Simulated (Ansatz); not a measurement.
Ansatz input

```yaml
crystal:
  lattice:
    - [3.8536154231, 0.0, 0.0]
    - [-1.9268077115, 3.3373288529, 0.0]
    - [0.0, 0.0, 2.423485199]
  atoms:
    - { symbol: Mn, position: [0.0, 0.0, 0.0], spin: 3.0 }
    - { symbol: Mn, position: [0.3333333333, 0.6666666667, 0.5], spin: 3.0 }
    - { symbol: Mn, position: [0.6666666667, 0.3333333333, 0.5], spin: 3.0 }
hamiltonian:
  xc: pbesol
  pseudopotentials:
    kind: paw
    azcp:
      Mn: "pseudopotentials/Mn.paw.azcp"
basis:
  ecutwfc: 420
  fft_grid_basis: typed
kpoints:
  mp_grid: { grid: [12, 12, 17], shift: [0, 0, 0] }
magnetization:
  spin_polarized: true
scf:
  occupations: { method: fermi_dirac, width: 0.05 }
```

Terminal output

```
Warning: the record states the generating functional pbe (its physics header spells it `PBE`), which answers neither for hamiltonian.xc's functional nor for the pbesol family's — results may be inconsistent (PPs are generated against a specific XC)
Engine: ansatz 0.2.0, aarch64-unknown-linux-gnu
Pseudopotentials: kind: paw
Pseudopotential: Mn, paw, valence charge 15, recommended cutoff 420 eV (normal) 
Functional definition: PBEsol
  exchange = pbesol_x
  correlation = pbesol_c
Crystal: 3 atoms, lattice volume = 31.168 Å³
Basis set: ecut = 420 eV, 621 PW (Γ)
Bands: 33, of which v1, the nominal top of the filled ones, is band 23 counted from 1 (22 counted from 0)
Symmetry: 24 space group operations
Space group: P6/mmm (ITA 191), of the structure as read, at distance tolerance 3.1e-5 Å
Magnetic group: BNS 191.233 (UNI 1463), of the structure as read, at distance tolerance 3.1e-5 Å
k-points: 171 of 2448
Non-local potential: Mn, projectors of the file, l = 0: 3, l = 1: 2, l = 2: 3, l = 3: 1
PAW form: soft (Blöchl's): semilocal exchange-correlation on the pseudo side does not see the compensation charge
PAW frozen core: Mn, regenerated for the run's functional, and the local potential with it (the file was generated under x = pbe(κ = 0.804, μ = 0.2195149727645171), c = pbe(β = 0.06672455060314922))
PAW one-centre angular grid: Mn, 590 points (default); XC on 64 Gauss nodes
Initial density: superposition of atomic densities (chi_scale 0.1, normalization cell)
Starting moments: Σ|m| = 9 μB on 3 of 3 sites
Initial wavefunctions: pseudopotential atomic-orbital guess
Functional: x = pbesol(κ = 0.804, μ = 0.12345679012345678), c = pbesol(β = 0.046)
SCF iter   1: F=—  HF=-11611.577289 eV  |F-HF|=—  |Δ(HF+E_count)|=         —  Δρ=3.96e-1 (↑3.96e-1 ↓2.12e-1)  dr2=9.73e0  dr2_m=2.56e1  M=0.640 μB ∫|m|=0.692 μB  β_m=0.30  ethr=3.10e-3  ⟨swp⟩=4.6  Hψ=36996  notcnv=0  defer=5
Mixer restart at iter 1: flushing history
SCF iter   2: F=—  HF=-11605.524693 eV  |F-HF|=—  |Δ(HF+E_count)|=    6.05e0  Δρ=2.44e-1 (↑2.44e-1 ↓1.78e-1)  dr2=1.58e0  dr2_m=1.25e1  M=0.666 μB ∫|m|=0.694 μB  β_m=0.58  ethr=3.10e-3  ⟨swp⟩=3.4  Hψ=23978  notcnv=0  defer=1124
SCF iter   3: F=—  HF=-11606.735727 eV  |F-HF|=—  |Δ(HF+E_count)|=    1.21e0  Δρ=9.75e-2 (↑9.75e-2 ↓2.52e-2)  dr2=2.43e0  dr2_m=6.48e-1  M=0.234 μB ∫|m|=0.244 μB  β_m=0.51  ethr=3.10e-3  ⟨swp⟩=3.4  Hψ=20393  notcnv=0  defer=1121
SCF iter   4: F=—  HF=-11606.133718 eV  |F-HF|=—  |Δ(HF+E_count)|=   6.02e-1  Δρ=2.71e-2 (↑2.50e-2 ↓2.71e-2)  dr2=6.98e-1  dr2_m=2.60e-2  M=0.094 μB ∫|m|=0.121 μB  β_m=0.38  ethr=3.10e-3  ⟨swp⟩=2.9  Hψ=24649  notcnv=0  defer=1124
SCF iter   5: F=—  HF=-11606.100087 eV  |F-HF|=—  |Δ(HF+E_count)|=   3.36e-2  Δρ=1.29e-2 (↑3.17e-3 ↓1.29e-2)  dr2=3.93e-2  dr2_m=9.47e-3  M=0.062 μB ∫|m|=0.081 μB  β_m=0.64  ethr=1.55e-3  ⟨swp⟩=2.3  Hψ=15174  notcnv=0  defer=1059
SCF iter   6: F=—  HF=-11606.181905 eV  |F-HF|=—  |Δ(HF+E_count)|=   8.18e-2  Δρ=4.93e-3 (↑4.93e-3 ↓3.08e-3)  dr2=1.04e-2  dr2_m=1.98e-3  M=0.002 μB ∫|m|=0.052 μB  β_m=0.81  ethr=8.73e-5  ⟨swp⟩=3.0  Hψ=20865  notcnv=0  defer=1019
SCF iter   7: F=—  HF=-11606.181904 eV  |F-HF|=—  |Δ(HF+E_count)|=   3.42e-7  Δρ=9.01e-4 (↑4.65e-4 ↓9.01e-4)  dr2=9.47e-5  dr2_m=1.15e-4  M=0.005 μB ∫|m|=0.027 μB  β_m=0.86  ethr=2.32e-5  ⟨swp⟩=2.1  Hψ=15685  notcnv=0  defer=1019
SCF iter   8: F=—  HF=-11606.181896 eV  |F-HF|=—  |Δ(HF+E_count)|=   8.63e-6  Δρ=7.41e-4 (↑7.41e-4 ↓3.01e-4)  dr2=5.74e-5  dr2_m=7.29e-5  M=0.004 μB ∫|m|=0.018 μB  β_m=0.93  ethr=2.10e-7  ⟨swp⟩=2.0  Hψ=18395  notcnv=0  defer=1019
SCF iter   9: F=—  HF=-11606.181888 eV  |F-HF|=—  |Δ(HF+E_count)|=   7.28e-6  Δρ=3.64e-4 (↑3.21e-4 ↓3.64e-4)  dr2=3.06e-5  dr2_m=2.62e-5  M=0.002 μB ∫|m|=0.010 μB  β_m=0.90  ethr=1.28e-7  ⟨swp⟩=2.0  Hψ=16887  notcnv=0  defer=1019
SCF iter  10: F=—  HF=-11606.181878 eV  |F-HF|=—  |Δ(HF+E_count)|=   1.01e-5  Δρ=7.44e-5 (↑6.88e-5 ↓7.44e-5)  dr2=5.44e-7  dr2_m=1.34e-6  M=0.001 μB ∫|m|=0.002 μB  β_m=0.95  ethr=6.79e-8  ⟨swp⟩=2.1  Hψ=14314  notcnv=0  defer=1019
SCF iter  11: F=—  HF=-11606.181878 eV  |F-HF|=—  |Δ(HF+E_count)|=   1.65e-7  Δρ=2.40e-5 (↑2.40e-5 ↓2.32e-5)  dr2=9.75e-8  dr2_m=1.24e-7  M=0.000 μB ∫|m|=0.001 μB  β_m=0.94  ethr=1.21e-9  ⟨swp⟩=2.0  Hψ=15466  notcnv=0  defer=1019
SCF iter  12: F=—  HF=-11606.181878 eV  |F-HF|=—  |Δ(HF+E_count)|=   4.30e-8  Δρ=1.31e-5 (↑1.30e-5 ↓1.31e-5)  dr2=1.31e-7  dr2_m=9.85e-10  M=0.000 μB ∫|m|=0.000 μB  β_m=0.71  ethr=2.17e-10  ⟨swp⟩=2.0  Hψ=19011  notcnv=0  defer=1019
SCF iter  13: F=—  HF=-11606.181878 eV  |F-HF|=—  |Δ(HF+E_count)|=   4.94e-8  Δρ=2.18e-6 (↑1.26e-6 ↓2.18e-6)  dr2=3.14e-9  dr2_m=1.82e-10  M=0.000 μB ∫|m|=0.000 μB  β_m=0.66  ethr=2.17e-10  ⟨swp⟩=2.4  Hψ=16810  notcnv=0  defer=1019
SCF iter  14: F=—  HF=-11606.181878 eV  |F-HF|=—  |Δ(HF+E_count)|=   1.36e-9  Δρ=1.20e-6 (↑7.91e-7 ↓1.20e-6)  dr2=8.87e-10  dr2_m=4.83e-11  M=0.000 μB ∫|m|=0.000 μB  β_m=0.72  ethr=6.99e-12  ⟨swp⟩=1.3  Hψ=27228  notcnv=0
SCF iter  15: F=-11606.181878 eV  HF=-11606.181878 eV  |F-HF|=4.60e-10  |Δ(HF+E_count)|=  4.73e-11  Δρ=6.55e-7 (↑6.55e-7 ↓6.22e-7)  dr2=5.14e-10  dr2_m=7.53e-12  M=0.000 μB ∫|m|=0.000 μB  ethr=1.97e-12  ⟨swp⟩=2.0  Hψ=20385  notcnv=0
SCF 1 converged in 15 iterations: F = -11606.181878 eV  dr2 = 5.14e-10
WARN: the starting moments were not kept: the SCF closed with an absolute magnetisation of 1.5e-5 μB, where they sum to 9 μB in size (3 sites). That is at most 0.1 of that sum. Measured as dr2_m measures the in/out step, that magnetisation stands 1.2e-10 eV from none, at or under the dr2_threshold of 1.0e-7 eV: it is no larger than a step whose dr2_m would equal this threshold. The system may hold no moment; this SCF shows only that its start led to no more than that. To try another start: raise the starting moments (crystal.atoms[].spin, magnetization.per_species, magnetization.initial_magnetization, or on a non-collinear deck that types none of these the spinor_matrix: blocks that start its atoms; where the total moment is fixed, keep their sum and leave initial_magnetization as it is; typed ones take the place of any that the run laid by itself, positive ones on a crystal's lanthanoids without a Hubbard term where scf.initial_density.shell_occupations: [] is typed) or, if the notice of its spin-set hold's release reads "site moments contracting" or "site moments show no strong build", lengthen the hold (scf.mixing.spin_hold: { on: { confirm: 4 } }; for m-r²SCAN on two components see the key's manual first). Each may lead to a state that holds a moment. A second SCF, from the converged charge density, with the starting moments and any scf.initial_density.shell_occupations laid on it anew, would have followed, and was not run: the deck does not ask for one (magnetization.retry_lost_moments is false, the default). To let it run, set magnetization.retry_lost_moments: true and run the deck again, where that key's refused combinations let it; where memory then withholds it, that run's warning says so.
SCF converged after 15 iterations
Magnetization: 0.0000 μB (22.5000 up, 22.5000 down)
Absolute magnetization: 0.0000 μB (∫|ρ↑−ρ↓|, with the PAW one-centre terms)
Spin contamination: 0.0000 ħ² per cell (⟨S²⟩ above its minimum at these occupations)
Per-site moments (μB) at R_I (Å): [(8.373812574765105e-6, 0.9996876445874999), (-2.896922806077191e-6, 0.917765434536516), (-2.896922805916075e-6, 0.917765434536516)]
Free energy (F): -11606.181878 eV
Harris-Foulkes:  -11606.181878 eV  (|F-HF|=4.60e-10)
Internal energy: -11606.156531 eV  (E = F + TS)
E sigma→0 (E₀):  -11606.169205 eV
Entropy (-TS):   -0.025347 eV (-8.449 meV/atom)
Fermi energy:    20.900304 eV
--- Per-component energies (eV) ---
  E_band       = -439.955296
  E_kinetic    = 931.087241
  E_local      = -4607.202706  (includes V_loc(G=0)·N_el)
  E_nonlocal   = 713.485561
  E_hartree    = 1922.574591
  E_xc         = -347.078876
  E_vxc        = -446.578787  (∫ρ·V_xc dr)
  E_paw        = -3799.995408  (= ΣΔE_a)
  E_vpaw       = -875.896433  (= ΣTr[D̂ρ^β])
  E_aug_tail   = -0.000027  (compensation charges beyond the density's cutoff)
  E_ewald      = -6419.535859
  E_core_change = 0.508951  (= ΣΔE_core)
  E_smearing   = -0.025347  (= −TS)
  E_closure    = 0.000000  (closes the sum)
  Σ components = -11606.181878   (vs F -11606.181878, Δ=0.00e0)
```
